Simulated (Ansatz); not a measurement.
Given:

ScF₃:
Space group Pm-3m (No. 221); a = b = c = 3.9730 Å, α = β = γ = 90.00°

| atom | site | symmetry | x | y | z |
|---|---|---|---|---|---|
| Sc | 1a | m-3m | 0.0000 | 0.0000 | 0.0000 |
| F | 3d | 4/mm.m | 0.0000 | 0.0000 | 0.5000 |

This is the LDA-relaxed structure.

Question: All from DFT-LDA in the program Ansatz with PAW potentials, unless another level is named. Give the Poisson's ratio.

Answer: 0.31.

Question: Give the elastic constants (relaxed ions, GPa).

Answer: C11 = 281, C12 = 19.6, C44 = 18.0.

The workflow started from a Materials Project entry (that database holds measured and hypothetical structures alike); the Crystallography Open Database files this formula in space group No. 221, but the cells were not matched. Whether it is the stable phase at ambient conditions was not checked. The LDA relaxation kept the symmetry of its start; phonons on a q-mesh show weakly imaginary modes. No spin polarisation was allowed.

Potentials: the later of the program's two PAW sets.
